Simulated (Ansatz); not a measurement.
Hf3N4: from a starting cell to a relaxed one

The start is a relaxed Hf3N4 cell shaken by Gaussian noise of σ = 0.08 Å a coordinate. A full variable-cell relaxation at zero pressure is run with PBEsol (plane waves to 420 eV, PAW, scalar-relativistic; Ansatz, a program for electronic structure). First-step values are on the input's coarse k-mesh.

Ansatz input (later rounds restart from its end on a renewed k-mesh):
Ansatz 0.2 input:
```yaml
crystal:
  lattice:
    - [-2.6791635925, 2.6791635925, 4.1597907721]
    - [2.6791635925, -2.6791635925, 4.1597907721]
    - [2.6791635925, 2.6791635925, -4.1597907721]
  atoms:
    - { symbol: Hf, position: [0.1417976964, 0.1492114585, -0.0492123088] }
    - { symbol: Hf, position: [0.8511452945, 0.8473723734, 0.0250249547] }
    - { symbol: Hf, position: [0.5090673653, 0.4980077837, 0.0330559277] }
    - { symbol: N, position: [0.4814133216, 0.5050676606, 0.5077865428] }
    - { symbol: N, position: [1.0144326103, 0.014742158, 0.5021168855] }
    - { symbol: N, position: [0.4995416682, -0.0084299418, -0.0215169553] }
    - { symbol: N, position: [0.0243767663, 0.5536353112, 0.0471698991] }
basis: { ecutwfc: 420, ecutrho_ratio: 4, xc_grid: 2, fft_grid_basis: typed }
kpoints: { mp_grid: { grid: [5, 5, 6] } }
hamiltonian:
  xc: pbesol
  dispersion: none
  pseudopotentials: { kind: paw }
scf: { occupations: { method: fermi_dirac, width: 0.05 } }
relax: { f_tol: 0.01, max_steps: 100, cell: { stress_tol: 0.02 } }
output: { forces: true, stress: true }
```

### Question
How large is the pressure on the unrelaxed cell, and of which sign?

### Answer
+4 GPa (positive: the cell is compressed).

### Question
Which atoms feel the largest initial force, and how large is it?

### Answer
About 5.6 eV/Å, on N7 (atoms numbered as listed).

### Question
How much energy is released per atom?

### Answer
2.16 eV/atom.

### Question
How does the volume per atom move from start to end?

### Answer
-29.2 %, from 17.06 to 12.09 Å³/atom.

### Question
Does it find its way back to the structure it was made from?

### Answer
It does not go back: it reaches Amm2 (No. 38), 2.02 eV/atom below the parent.

### Question
How do the shortest distances between atoms change?

### Answer
The closest pairs of elements (up to four, under 3.6 Å), start → end: Hf–N 1.87 → 2.07 Å; N–N 2.48 → 2.56 Å; Hf–Hf 2.66 → 3.17 Å.

### Question
Give the final cell and atomic positions.

### Answer

```cif
data_Hf6N8
_chemical_formula_sum 'Hf6 N8'
_space_group_name_H-M_alt 'Amm2'
_space_group_IT_number 38
_space_group_name_Hall 'A 2 -2'
_cell_length_a 3.16717
_cell_length_b 5.42620
_cell_length_c 9.84721
_cell_angle_alpha 90.000
_cell_angle_beta 90.000
_cell_angle_gamma 90.000
loop_
_atom_site_label
_atom_site_type_symbol
_atom_site_symmetry_multiplicity
_atom_site_Wyckoff_symbol
_atom_site_fract_x
_atom_site_fract_y
_atom_site_fract_z
_atom_site_occupancy
Hf1 Hf 2 b 0.50000 0.50000 0.31583 1
Hf2 Hf 2 a 0.00000 0.00000 0.19708 1
Hf3 Hf 2 a 0.00000 0.00000 0.52451 1
N1 N 4 d 0.00000 0.24774 0.36491 1
N2 N 4 e 0.50000 0.26426 0.12772 1
```
(The calculation used a cell of 7 atoms; values per cell refer to that cell.)

Final values are on a 15×10×10 k-mesh of the relaxed cell. No spin polarisation in the result.

The relaxed structure here is a generated cell of Hf3N4: the first start was made by a random draw of sites in a space group, and the end was not matched to a known phase here, so it may be hypothetical.
